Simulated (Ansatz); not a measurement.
InPd: tetragonal deformation path

Computed with DFT PBEsol, scalar-relativistic, plane waves, PAW in Ansatz. Cutoff 300 eV, Γ-centred 8×8×8 k-points, Gaussian smearing of 0.15 eV. The mesh is coarse. No spin polarisation. Energies are free energies at this smearing, counted from the undisturbed cell; pressure is positive in compression.

Reference structure (as given, not relaxed at this level; it stands at -2.8 GPa, and it needn't be the usual structure):

```
In Pd
1.0
     3.27188    0.00000    0.00000
     0.00000    3.27188    0.00000
     0.00000    0.00000    3.27188
In Pd
1 1
Direct
  0.00000 0.00000 0.00000
  0.50000 0.50000 0.50000
```

At fixed volume and fractional coordinates, lengths along (0.000, 0.000, 1.000) are scaled against those across it; ρ is that ratio over its starting value. The cell is metallic on the mesh throughout.

```tsv
ρ	ΔE (meV/atom)
0.650	697.2
0.707	341.3
0.780	121.3
0.850	38.4
0.920	9.5
0.960	1.6
1.000	0.0
1.050	2.5
1.100	10.3
1.200	29.5
1.300	60.5
1.414	108.3
1.500	166.6
```

Q: Predict the pressure (GPa) at each point.

A:
| ρ | pressure (GPa) |
| --- | --- |
| 0.650 | 15.3 |
| 0.707 | 5.8 |
| 0.780 | 0.2 |
| 0.850 | -2.0 |
| 0.920 | -2.9 |
| 0.960 | -2.9 |
| 1.000 | -2.8 |
| 1.050 | -2.9 |
| 1.100 | -2.9 |
| 1.200 | -2.7 |
| 1.300 | -2.5 |
| 1.414 | -2.2 |
| 1.500 | -1.5 |